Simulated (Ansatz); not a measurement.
MgS (rock salt, Fm-3m), DFT-PBEsol in the program Ansatz with PAW potentials: ε∞ = 5.53, cell volume 34.78 Å³. Infrared-active transverse modes:

```
ω_TO (cm⁻¹)  oscillator strength S_xx (e²/amu)
-----------  ---------------------------------
242.7                                   0.3859
```

Problem. Compute the static dielectric constant.

Solution. Each mode adds (4.921e7/V) S/ω²: 9.27. So ε0 = 14.8.

Problem. What LO frequency does the Lyddane–Sachs–Teller relation give?

Solution. ω_LO = ω_TO √(ε0/ε∞) = 397 cm⁻¹.

The cell was relaxed with PBEsol under the symmetry of its start.

Potentials: the earlier of the program's two PAW sets. The files were generated under PBE; for other functionals the program regenerates the frozen cores, and for LDA and PBEsol the local potential too.
